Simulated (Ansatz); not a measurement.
Fe2CoO4 (spinel)

```xyz
14
Lattice="0.0000 4.0701 4.0701 4.0701 0.0000 4.0701 4.0701 4.0701 0.0000" Properties=species:S:1:pos:R:3 pbc="T T T"
Fe     3.0526     3.0526     1.0175
Fe     3.0526     1.0175     3.0526
Fe     1.0175     1.0175     1.0175
Fe     1.0175     3.0526     3.0526
Co     6.1051     6.1051     6.1051
Co     4.0701     4.0701     4.0701
O      5.1355     5.1355     3.0046
O      5.0397     7.1705     5.0397
O      3.0046     3.0046     3.0046
O      7.1705     5.0397     5.0397
O      5.1355     3.0046     5.1355
O      5.0397     5.0397     7.1705
O      3.0046     5.1355     5.1355
O      7.1705     7.1705     7.1705
```

The slice is a {100} plane (indices of the conventional cell) through the point (0.125, 0.125, 0.125) (fractional), spanned by u = [100] and v = [0 1 -1] in vectors of this cell: u (5.76 Å) and v (5.76 Å, at 90° to u). It covers one period; positions are fractions (u, v).

All values below come from PBEsol (plane waves to 420 eV, PAW, scalar-relativistic; Ansatz, a first-principles code). k mesh 8×8×8. Inside the PAW spheres the values are not all-electron values, and peaks at nuclei hang on which shells count as valence. Fe2CoO4 is run spin-polarised and with no Hubbard U. Fe2CoO4 was relaxed with its symmetry unable to fall. Relaxed Fe2CoO4 ends with moments of both signs. The magnetic order is the one the run started from; other orders were not tried.

### Question
What is the valence density on the shortest Fe–O line in this plane (1.99 Å), at its midpoint?

### Answer
0.63 e/Å³.

### Question
What is the ELF at the midpoint of the shortest Fe–O line in this plane (1.99 Å)?

### Answer
0.2.

### Question
Predict the map of the electron localisation function (ELF) on the slice.

### Answer
| v \ u | 0.00 | 0.10 | 0.20 | 0.30 | 0.40 | 0.50 | 0.60 | 0.70 | 0.80 | 0.90 |
|---|---|---|---|---|---|---|---|---|---|---|
| 0.90 | 0.49 | 0.16 | 0.59 | 0.59 | 0.16 | 0.49 | 0.16 | 0.59 | 0.59 | 0.16 |
| 0.80 | 0.09 | 0.57 | x | x | 0.57 | 0.09 | 0.57 | x | x | 0.57 |
| 0.70 | 0.04 | 0.58 | 0.78 | 0.78 | 0.58 | 0.04 | 0.58 | 0.78 | 0.78 | 0.58 |
| 0.60 | 0.03 | 0.16 | 0.36 | 0.36 | 0.16 | 0.03 | 0.16 | 0.36 | 0.36 | 0.16 |
| 0.50 | 0.04 | 0.09 | 0.13 | 0.13 | 0.09 | 0.04 | 0.09 | 0.13 | 0.13 | 0.09 |
| 0.40 | 0.03 | 0.16 | 0.36 | 0.36 | 0.16 | 0.03 | 0.16 | 0.36 | 0.36 | 0.16 |
| 0.30 | 0.04 | 0.58 | 0.78 | 0.78 | 0.58 | 0.04 | 0.58 | 0.78 | 0.78 | 0.58 |
| 0.20 | 0.09 | 0.57 | x | x | 0.57 | 0.09 | 0.57 | x | x | 0.57 |
| 0.10 | 0.49 | 0.16 | 0.59 | 0.59 | 0.16 | 0.49 | 0.16 | 0.59 | 0.59 | 0.16 |
| 0.00 | x | 0.49 | 0.10 | 0.10 | 0.49 | x | 0.49 | 0.10 | 0.10 | 0.49 |

Values: electron localisation function (ELF). Points within 0.4 Å of a nucleus are blanked (x), as the pseudised field means little there.
